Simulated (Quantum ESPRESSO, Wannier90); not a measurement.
## BeTe (zinc blende), plane waves to Wannier functions

```
begin unit_cell_cart
ang
    0.0000000000    2.8314600000    2.8314600000
    2.8314600000    0.0000000000    2.8314600000
    2.8314600000    2.8314600000    0.0000000000
end unit_cell_cart
begin atoms_frac
Be   0.0000000000  0.0000000000  0.0000000000
Te   0.2500000000  0.2500000000  0.2500000000
end atoms_frac
```

Materials Project entry mp-252; symmetrised, unrelaxed at this level. COD (Crystallography Open Database) has an entry of this formula and space group (matched by these alone). Method: PBEsol plane waves in Quantum ESPRESSO 7.5 (PseudoDojo norm-conserving files, 71 Ry, spinors with spin-orbit coupling), Bloch states on a 8×8×8 mesh through Γ, Wannier90 4.0.1. Density: 10×10×10 mesh, cold smearing 0.01 Ry.

Bands 13-20 form an isolated set from -12.51 to 0.00 eV relative to the valence-band maximum (on the path) and are turned into 8 Wannier functions by minimising the spread from the start: atomic waves Te 5p, Te 5s.

Centres (Cartesian, Å; one of the equivalent choices) and spreads:

```csv
n,x,y,z,spread (Å²),nearest atom
1,1.905,0.926,1.906,1.952,Te2
2,0.926,1.906,1.906,1.952,Te2
3,0.926,1.905,1.906,1.952,Te2
4,0.926,0.926,0.926,1.952,Te2
5,0.926,0.926,0.926,1.952,Te2
6,1.906,0.926,1.906,1.952,Te2
7,1.906,1.906,0.926,1.952,Te2
8,1.906,1.906,0.926,1.952,Te2
```

Ω_I = 14.12 Å², Ω_total = 15.62 Å²; the interpolated bands follow pw.x to 4.6 meV rms on the path. It is the lowest total spread that any start reached here.
